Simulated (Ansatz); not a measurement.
The start is a relaxed Bi2Te3 cell with one Bi and one Te atom exchanged in a cell of 5 atoms. Cell shape, volume and atoms are optimised at zero target pressure with r2SCAN (plane waves to 500 eV, PAW, scalar-relativistic; Ansatz, an electronic-structure program). The first steps use a coarse 6×6×6 k-mesh.

Initial structure:
```yaml
crystal:
  lattice:
    - [2.21000, 1.27594, 10.77161]
    - [-2.21000, 1.27594, 10.77161]
    - [0.00000, -2.55188, 10.77161]
  atoms:
    - { symbol: Bi, position: [0.39686, 0.39686, 0.39686] }
    - { symbol: Te, position: [0.60314, 0.60314, 0.60314] }
    - { symbol: Te, position: [0.00000, 0.00000, 0.00000] }
    - { symbol: Te, position: [0.21703, 0.21703, 0.21703] }
    - { symbol: Bi, position: [0.78297, 0.78297, 0.78297] }
```

Question: How much energy is released per atom?

Answer: 0.07 eV/atom.

Question: How does the volume per atom move from start to end?

Answer: -6.0 %, from 36.45 to 34.25 Å³/atom.

Question: Does it find its way back to the structure it was made from?

Answer: It does not go back: it is caught in R-3m (No. 166), 0.31 eV/atom above the parent.

Question: What band gap does the relaxed structure have at this level?

Answer: No gap on the sampled points, where the bands overlap only slightly; such a result is sensitive to mesh and level.

Question: Give the final cell and atomic positions.

Answer: 
Space group R-3m, hexagonal axes (No. 166); a = 4.4374 Å, b = 4.4374 Å, c = 30.1246 Å, α = 90.00°, β = 90.00°, γ = 120.00°

| atom | site | symmetry | x | y | z |
|---|---|---|---|---|---|
| Bi | 6c | 3m | 0.0000 | 0.0000 | 0.1951 |
| Te | 3a | -3m | 0.0000 | 0.0000 | 0.0000 |
| Te | 6c | 3m | 0.0000 | 0.0000 | 0.3921 |
(The calculation used a cell of 5 atoms; values per cell refer to that cell.)

Final values are on a 12×12×12 k-mesh of the relaxed cell. No spin polarisation in the result.

The run could not lose the symmetry of its start.

The first start was generated by placing the elements on the sites of a structure type. A measured structure of Bi2Te3 has the same space group, R-3m (No. 166); the sites were not compared with it.
